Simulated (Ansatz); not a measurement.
Relaxed-ion elastic tensor of InSb (NiAs type, P6_3/mmc) in GPa (Voigt order), DFT-PBEsol in the program Ansatz with PAW potentials; density 7.09 g/cm³, 27.71 Å³ per atom.

|  | 1 | 2 | 3 | 4 | 5 | 6 |
|---|---|---|---|---|---|---|
| 1 | 64.5 | 45.3 | 47.8 | 0.0 | 0.0 | 0.0 |
| 2 | 45.3 | 64.5 | 47.8 | 0.0 | 0.0 | 0.0 |
| 3 | 47.8 | 47.8 | 84.8 | 0.0 | 0.0 | 0.0 |
| 4 | 0.0 | 0.0 | 0.0 | 23.9 | 0.0 | 0.0 |
| 5 | 0.0 | 0.0 | 0.0 | 0.0 | 23.9 | 0.0 |
| 6 | 0.0 | 0.0 | 0.0 | 0.0 | 0.0 | 9.6 |

Question: Is the crystal mechanically stable?

Answer: Yes: the smallest eigenvalue of C is 9.6 GPa.

Question: Work out the Voigt, Reuss and Hill averages.

Answer: K_V = 55.0, K_R = 53.7, K_H = 54.4; G_V = 16.3, G_R = 13.8, G_H = 15.1 GPa.

Question: Give Young's modulus, Poisson's ratio, Pugh's ratio and the universal anisotropy index.

Answer: E = 9KG/(3K + G) = 41.4 GPa; ν = 0.37; K/G = 3.60 (ductile by the Pugh limit of 1.75); A_U = 5G_V/G_R + K_V/K_R − 6 = 0.92.

Question: Estimate the sound speeds and the Debye temperature.

Answer: v_l = √((K + 4G/3)/ρ) = 3240 m/s, v_t = √(G/ρ) = 1460 m/s, mean 1650 m/s; Θ = (h/k)(3n/4πV)^(1/3) v_m = 162 K.

Question: Solve the Christoffel equation for the three sound speeds along x, y, z.

Answer: Eigenvalues of C_ijkl n_j n_l equal ρv². In km/s, slowest first: x 1.17, 1.83, 3.02; y 1.17, 1.83, 3.02; z 1.83, 1.83, 3.46.

Question: How much does each axis shrink under pressure?

Answer: Linear compressibilities β_i = Σ_j S_ij (j = 1 to 3): x 7.8, y 7.8, z 3.0 per TPa.

The start of the workflow was typed in or built on a structure type; neither database checked (COD, Materials Project) lists it. It is not the phase usual at ambient conditions (space group No. 216). The PBEsol relaxation kept the symmetry of its start; whether a distortion lowers the energy is not shown. As this level gives no gap, shear constants depend on the k-mesh and smearing (Fermi–Dirac, 0.1 eV here). Scalar-relativistic: spin–orbit coupling is off unless named, which matters more the heavier the elements.

Potentials: the earlier of the program's two PAW sets. The files were generated under PBE; for other functionals the program regenerates the frozen cores, and for LDA and PBEsol the local potential too.
